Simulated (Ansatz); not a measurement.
HfC (rock salt)

```yaml
crystal:
  lattice:
    - [0.00000, 2.32577, 2.32577]
    - [2.32577, 0.00000, 2.32577]
    - [2.32577, 2.32577, 0.00000]
  atoms:
    - { symbol: C, position: [0.00000, 0.00000, 0.00000] }
    - { symbol: Hf, position: [0.50000, 0.50000, 0.50000] }
```

The slice is a {100} plane (indices of the conventional cell) through the point (0.500, 0.500, 0.500) (fractional), spanned by u = [100] and v = [0 1 -1] in vectors of this cell: u (3.29 Å) and v (3.29 Å, at 90° to u). It covers one period; positions are fractions (u, v).

All values below come from PBE (plane waves to 420 eV, PAW, scalar-relativistic; Ansatz, a program for electronic structure). k mesh 17×17×17. These are valence fields of a PAW run, semicore shells included where kept as valence: close to a nucleus they are smooth pseudo fields. HfC is run without spin polarisation. HfC was relaxed with its symmetry unable to fall. Spin-orbit coupling is left out, though Hf is heavy.

Three fields on this plane, each scaled to ten steps between its own extremes (0 low, 9 high; the total valence density on a logarithmic scale, the potential cut 8 eV below its top; x marks points blanked near nuclei; v = 0 in the bottom row):

Map A
```
|xxxxxxxxxx7421000001247xxxxxxxxx|
|xxxxxxxxxx7421000001247xxxxxxxxx|
|xxxxxxxxxx7422111112247xxxxxxxxx|
|xxxxxxxxx964332222233469xxxxxxxx|
|xxxxxxxxx864444444444468xxxxxxxx|
|xxxxxxxx97655555555555679xxxxxxx|
|xxxxxxx986666xxxxxxx666689xxxxxx|
|xxxxxx98767xxxxxxxxxxx76789xxxxx|
|xxxx987667xxxxxxxxxxxxx766789xxx|
|877766667xxxxxxxxxxxxxxx76666777|
|44444456xxxxxxxxxxxxxxxxx6544444|
|22223456xxxxxxxxxxxxxxxxx6543222|
|0112345xxxxxxxxxxxxxxxxxxx543211|
|0001245xxxxxxxxxxxxxxxxxxx542100|
|0001245xxxxxxxxxxxxxxxxxxx542100|
|0001245xxxxxxxxxxxxxxxxxxx542100|
|0001245xxxxxxxxxxxxxxxxxxx542100|
|0001245xxxxxxxxxxxxxxxxxxx542100|
|0112345xxxxxxxxxxxxxxxxxxx543211|
|22223456xxxxxxxxxxxxxxxxx6543222|
|44444456xxxxxxxxxxxxxxxxx6544444|
|877766667xxxxxxxxxxxxxxx76666777|
|xxxx987667xxxxxxxxxxxxx766789xxx|
|xxxxxx98767xxxxxxxxxxx76789xxxxx|
|xxxxxxx986666xxxxxxx666689xxxxxx|
|xxxxxxxx97655555555555679xxxxxxx|
|xxxxxxxxx864444444444468xxxxxxxx|
|xxxxxxxxx964332222233469xxxxxxxx|
|xxxxxxxxxx7422111112247xxxxxxxxx|
|xxxxxxxxxx7421000001247xxxxxxxxx|
|xxxxxxxxxx7421000001247xxxxxxxxx|
|xxxxxxxxxx8420000000248xxxxxxxxx|
```

Map B
```
|xxxxxxxxxx1000112110001xxxxxxxxx|
|xxxxxxxxxx1000122210001xxxxxxxxx|
|xxxxxxxxxx1001234321001xxxxxxxxx|
|xxxxxxxxx210134565431012xxxxxxxx|
|xxxxxxxxx111357888753111xxxxxxxx|
|xxxxxxxx21235799999753212xxxxxxx|
|xxxxxxx212358xxxxxxx853212xxxxxx|
|xxxxxx21235xxxxxxxxxxx53212xxxxx|
|xxxx211235xxxxxxxxxxxxx532112xxx|
|111111235xxxxxxxxxxxxxxx53211111|
|00000135xxxxxxxxxxxxxxxxx5310000|
|00001358xxxxxxxxxxxxxxxxx8531000|
|0001357xxxxxxxxxxxxxxxxxxx753100|
|0113479xxxxxxxxxxxxxxxxxxx974311|
|1123589xxxxxxxxxxxxxxxxxxx985321|
|1224689xxxxxxxxxxxxxxxxxxx986422|
|1123589xxxxxxxxxxxxxxxxxxx985321|
|0113479xxxxxxxxxxxxxxxxxxx974311|
|0001357xxxxxxxxxxxxxxxxxxx753100|
|00001358xxxxxxxxxxxxxxxxx8531000|
|00000135xxxxxxxxxxxxxxxxx5310000|
|111111235xxxxxxxxxxxxxxx53211111|
|xxxx211235xxxxxxxxxxxxx532112xxx|
|xxxxxx21235xxxxxxxxxxx53212xxxxx|
|xxxxxxx212358xxxxxxx853212xxxxxx|
|xxxxxxxx21235799999753212xxxxxxx|
|xxxxxxxxx111357888753111xxxxxxxx|
|xxxxxxxxx210134565431012xxxxxxxx|
|xxxxxxxxxx1001234321001xxxxxxxxx|
|xxxxxxxxxx1000122210001xxxxxxxxx|
|xxxxxxxxxx1000112110001xxxxxxxxx|
|xxxxxxxxxx1000011100001xxxxxxxxx|
```

Map C
```
|xxxxxxxxxx0036899986300xxxxxxxxx|
|xxxxxxxxxx0046899986400xxxxxxxxx|
|xxxxxxxxxx0147899987410xxxxxxxxx|
|xxxxxxxxx002579999975200xxxxxxxx|
|xxxxxxxxx004689999986400xxxxxxxx|
|xxxxxxxx00256889998865200xxxxxxx|
|xxxxxxx001456xxxxxxx654100xxxxxx|
|xxxxxx00134xxxxxxxxxxx43100xxxxx|
|xxxx000134xxxxxxxxxxxxx431000xxx|
|000000244xxxxxxxxxxxxxxx44200000|
|00012455xxxxxxxxxxxxxxxxx5542100|
|33445666xxxxxxxxxxxxxxxxx6665443|
|6667788xxxxxxxxxxxxxxxxxxx887766|
|7888998xxxxxxxxxxxxxxxxxxx899888|
|9999999xxxxxxxxxxxxxxxxxxx999999|
|9999999xxxxxxxxxxxxxxxxxxx999999|
|9999999xxxxxxxxxxxxxxxxxxx999999|
|7888998xxxxxxxxxxxxxxxxxxx899888|
|6667788xxxxxxxxxxxxxxxxxxx887766|
|33445666xxxxxxxxxxxxxxxxx6665443|
|00012455xxxxxxxxxxxxxxxxx5542100|
|000000244xxxxxxxxxxxxxxx44200000|
|xxxx000134xxxxxxxxxxxxx431000xxx|
|xxxxxx00134xxxxxxxxxxx43100xxxxx|
|xxxxxxx001456xxxxxxx654100xxxxxx|
|xxxxxxxx00256889998865200xxxxxxx|
|xxxxxxxxx004689999986400xxxxxxxx|
|xxxxxxxxx002579999975200xxxxxxxx|
|xxxxxxxxxx0147899987410xxxxxxxxx|
|xxxxxxxxxx0046899986400xxxxxxxxx|
|xxxxxxxxxx0036899986300xxxxxxxxx|
|xxxxxxxxxx0036799976300xxxxxxxxx|
```

Q: Assign the maps to these fields: electron localisation function (ELF); valence electron density; electrostatic potential energy of an electron, from the cell's mean.

A: A is the valence electron density; B is the electron localisation function (ELF); C is the electrostatic potential energy of an electron, from the cell's mean.
